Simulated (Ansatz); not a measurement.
Relaxing BiP in the rocksalt type

First guess:

```
CELL_PARAMETERS angstrom
0.00000 2.65163 2.65163
2.65163 0.00000 2.65163
2.65163 2.65163 0.00000
ATOMIC_POSITIONS crystal
Bi 0.00000 0.00000 0.00000
P 0.50000 0.50000 0.50000
```

The calculation used Ansatz 0.2.0, DFT, PBE, PAW with Ansatz's default frozen-core files, scalar-relativistic.

Cell and atoms relax within the symmetry of the start on a 12×12×12 k mesh with 0.05 eV Fermi–Dirac smearing.

The start is built from a prototype, known or not as a phase of this compound; the cutoff is 420 eV.

No spin–orbit coupling, which matters for the heavy atoms here.

Q: What is the pressure of the first guess?

A: 38.3 GPa.

Q: What does it relax to?

A: a = 5.848 Å, b = 5.848 Å, c = 5.848 Å, α = 90.00°, β = 90.00°, γ = 90.00° (conventional cell), 25.00 Å³ per atom:
```cif
data_structure
_symmetry_space_group_name_H-M 'Fm-3m'
_symmetry_Int_Tables_number 225
_cell_length_a 5.8478
_cell_length_b 5.8478
_cell_length_c 5.8478
_cell_angle_alpha 90.000
_cell_angle_beta 90.000
_cell_angle_gamma 90.000
_cell_volume 199.97
loop_
_atom_site_label
_atom_site_type_symbol
_atom_site_symmetry_multiplicity
_atom_site_Wyckoff_symbol
_atom_site_fract_x
_atom_site_fract_y
_atom_site_fract_z
_atom_site_occupancy
Bi1 Bi 4 a 0.00000 0.00000 0.00000 1
P1 P 4 b 0.50000 0.00000 0.00000 1
```

Q: How much energy does the relaxation release?

A: 592 meV/atom.
